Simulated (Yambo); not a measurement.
Yambo run on CsCaBr₃ (cubic perovskite, space group Pm-3m, No. 221). The wavefunctions are PBEsol (Quantum ESPRESSO, PseudoDojo norm-conserving, 68 Ry, no spin-orbit coupling) ones on a 2×2×2 mesh (20 occupied bands); a = b = c = 5.7087 Å, α = β = γ = 90.00°.

Yambo input:

```
rim_cut
gw0
dyson
el_el_corr
HF_and_locXC
ppa
em1d
RandQpts= 1000000
RandGvec= 1 Ry
EXXRLvcs= 68 Ry
VXCRLvcs= 272 Ry
Chimod= "HARTREE"
% BndsRnXp
 1 | 142 |
%
NGsBlkXp= 8 Ry
% LongDrXp
 1.0 | 1.0 | 1.0 |
%
PPAPntXp= 27.2114 eV
% GbndRnge
 1 | 330 |
%
GTermKind= "BG"
DysSolver= "n"
ExtendOut
% QPkrange
 1 | 1 | 20 | 21 |
 4 | 4 | 20 | 20 |
%
```

k points by index: 1 = Γ, 4 = R.

Table of the .qp output:

```
#    K-point    Band    Eo [eV]    E [eV]    E-Eo [eV]    Vxc [eV]    Vnlxc [eV]    Sc|Eo [eV]    Sc|E [eV]    dSc/dw|Eo [eV]    Re(Z)    Im(Z)
#
    1    20    -0.251198    -1.675871    -1.424674    -12.88498    -16.59246    1.960862    2.282806    -6.148681    0.815685    -0.001256
    1    21    4.302239    5.023556    0.721317    -7.226819    -3.265591    -3.121911    -3.239911    -4.450836    0.859426    -0.001064
    4    20    0.000000    -1.417340    -1.417340    -12.80703    -16.51433    1.968664    2.289960    -6.168015    0.815213    -0.001331
```
(The two width columns are left out.) Convergence of these settings isn't established.

Geometry of the Materials Project entry, not relaxed at this level.

The structure is a Materials Project entry; no match was found in the copy of COD used, and its stability was not checked.
